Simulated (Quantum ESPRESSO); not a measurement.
```
CsO
1.0
   -2.11929     3.15527     3.69172
    2.11929    -3.15527     3.69172
    2.11929     3.15527    -3.69172
O Cs
2 2
Direct
  0.61735   0.00000   0.61735
  0.38265   0.00000   0.38265
  0.25322   0.25322   0.00000
  0.74678   0.74678   0.00000
```

The PBEsol cell relaxed from Materials Project entry mp-7896 was given an isotropic strain of -0.7 % on all lattice vectors, and the atoms were relaxed again.

Problem. What does PBEsol (pw.x of Quantum ESPRESSO, ONCV potentials, no spin-orbit coupling) give for the electronic structure near the Fermi level?

Solution. The PBEsol gap is indirect, 1.75 eV, from Γ to 22 % of the way from Γ to Y; the smallest direct gap is 1.83 eV. 

The structure is a Materials Project entry; no match was found in the copy of COD used, and its stability was not checked.

Letters of k points follow the standard setting of the lattice, whose axes may be ordered differently from the printed cell.
